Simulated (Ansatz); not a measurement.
A geometry of Ga2O3 away from equilibrium: step 2 of the relaxation of a relaxed Ga2O3 cell shaken by Gaussian noise of σ = 0.08 Å a coordinate. Level of theory: r2SCAN (plane waves to 500 eV, PAW, scalar-relativistic; Ansatz, a program for electronic structure). Γ-centred k-mesh 8×8×4 on the run's cell (coarser than for final values), Fermi–Dirac smearing 0.05 eV.

```yaml
crystal:
  lattice:
    - [6.13378, -1.54228, -0.04680]
    - [6.12839, 1.52055, -0.04929]
    - [-1.43104, -0.00216, 5.60911]
  atoms:
    - { symbol: Ga, position: [0.09113, 0.08376, 0.79025] }
    - { symbol: Ga, position: [0.91219, 0.91915, 0.20528] }
    - { symbol: Ga, position: [0.69089, 0.64515, 0.30839] }
    - { symbol: Ga, position: [0.35132, 0.32893, 0.69379] }
    - { symbol: O, position: [0.16259, 0.14772, 0.10273] }
    - { symbol: O, position: [0.85312, 0.81949, 0.89680] }
    - { symbol: O, position: [0.17394, 0.16635, 0.56466] }
    - { symbol: O, position: [0.82007, 0.82187, 0.41945] }
    - { symbol: O, position: [0.50256, 0.49212, 0.25773] }
    - { symbol: O, position: [0.50445, 0.49096, 0.73393] }
```

### Question
Predict the force on each atom, in eV/Å.

### Answer
```tsv
atom	Fx	Fy	Fz
Ga1	-0.52	-0.08	-0.85
Ga2	-0.27	-0.68	0.77
Ga3	-2.44	0.51	-0.22
Ga4	-0.49	-0.15	-0.34
O5	0.46	-0.41	0.30
O6	-0.19	0.24	-0.94
O7	0.88	-0.07	-0.02
O8	1.43	-0.01	1.01
O9	0.64	0.58	0.09
O10	0.49	0.06	0.20
```

### Question
What is the pressure?

### Answer
+2.3 GPa, compression positive.

No spin polarisation in the result.

The first start was generated by placing the elements on the sites of a structure type. A measured structure of Ga2O3 has the same space group, C2/m (No. 12); the sites were not compared with it.
